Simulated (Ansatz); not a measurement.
Re (hcp, Mg type)

```
CELL_PARAMETERS angstrom
      5.51575     0.00000     0.00000
     -1.37894     2.38839     0.00000
      0.00000     0.00000     4.46284
ATOMIC_POSITIONS crystal
  Re 0.16667 0.66667 0.75000
  Re 0.66667 0.66667 0.75000
  Re 0.33333 0.33333 0.25000
  Re 0.83333 0.33333 0.25000
```

The atoms are displaced by Q × the pattern below (from a DFPT mode at M = (0.5, 0.0, 0.0), largest move 1; Q in Å), at fixed cell. (q is in reciprocal vectors of the primitive cell; the cell shown is doubled to hold the pattern.)

```
atom       x       y      z
----  ------  ------  -----
Re1    0.866   0.500  0.000
Re2   -0.866  -0.500  0.000
Re3    0.866   0.500  0.000
Re4   -0.866  -0.500  0.000
```

All values below come from r2SCAN (plane waves to 500 eV, PAW, scalar-relativistic; Ansatz, a quantum-chemistry and plane-wave program). k mesh 19×19×11 (Γ-centred), Fermi-Dirac smearing 0.05 eV. The energy includes the smearing's −TS. Stress and pressure are positive under compression. With partly filled bands, energies and forces of such displacements shift with the k mesh and the smearing. Re is run without spin polarisation. Re was relaxed with its symmetry unable to fall. Spin-orbit coupling is left out, though Re is heavy. The zero of ΔE is the undisplaced structure.

```tsv
Q (Å)	ΔE (eV/cell)	P (GPa)
-0.280	___	56.7
-0.233	3.190	38.6
-0.187	1.975	24.4
-0.140	___	13.7
-0.093	0.492	6.1
-0.047	0.125	1.5
0.000	0.000	0.0
0.047	0.125	1.5
0.093	0.492	6.1
0.140	___	13.7
0.187	1.975	24.4
0.233	3.190	38.6
0.280	___	56.7
```

### Question
Some entries are withheld; supply them.

### Answer

- -0.280, ΔE (eV/cell): 4.847
- -0.140, ΔE (eV/cell): 1.099
- 0.140, ΔE (eV/cell): 1.099
- 0.280, ΔE (eV/cell): 4.847

(A displaced cell: forces are minus the slopes of the energy, force constants its curvatures, and phonons follow from these.)
